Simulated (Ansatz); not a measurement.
**What a change of settings does: YAu**

First run: DFT, PBEsol, all-electron LAPW, scalar-relativistic (Ansatz 0.2.0).

Command: `ansatz run input.yaml --threads 1 --pin off --max-ram 2048MiB --backend cpu --events-out ev --progress --plain --runs-dir out` It took 11 s on 1 thread of AMD EPYC 9B45 (Zen 5), on a shared host, peak memory 0.47 GiB.

```yaml
crystal:
  lattice:
    - [2.6222936207, 0.0, 0.0]
    - [0.0, 2.6222936207, 0.0]
    - [0.0, 0.0, 2.6222936207]
  atoms:
    - { symbol: "Y", position: [0.5, 0.5, 0.5] }
    - { symbol: Au, position: [0.0, 0.0, 0.0] }
kpoints:
  mp_grid: { grid: [10, 10, 10] }
  band_path:
    path:
      - [0.0, 0.0, 0.0]
      - [0.0, 0.5, 0.0]
      - [0.5, 0.5, 0.0]
      - [0.0, 0.0, 0.0]
      - [0.5, 0.5, 0.5]
      - [0.0, 0.5, 0.0]
      - [0.5, 0.5, 0.5]
      - [0.5, 0.5, 0.0]
    npoints: 6
scf:
  occupations: { method: fermi_dirac, width: 0.05 }
hamiltonian:
  xc: pbesol
  pseudopotentials: { kind: all_electron, lapw: { basis_error: 0.001 } }
output:
  forces: true
  stress: true
  eigenvalues: true
  populations: true
```

The base volume is that of a database entry, with shape and atoms relaxed on PAW files at held volume, so it needn't be at zero pressure; the structure needn't be the stable phase, at rest or compressed.

This run: volume at 0.4 of the series' base cell.

It converges in 9 SCF iterations at a pressure of 595.5 GPa.

The input is then changed:

```diff
 scf:
-  occupations: { method: fermi_dirac, width: 0.05 }
+  occupations: { method: fermi_dirac, width: 0.2 }
 hamiltonian:
```

Problem. What does the second run give?

Solution. It converges in 9 SCF iterations at a pressure of 595.3 GPa, free energy -36.7 meV/atom against the first run's. Some of the changed settings are coarser than converged work would use.
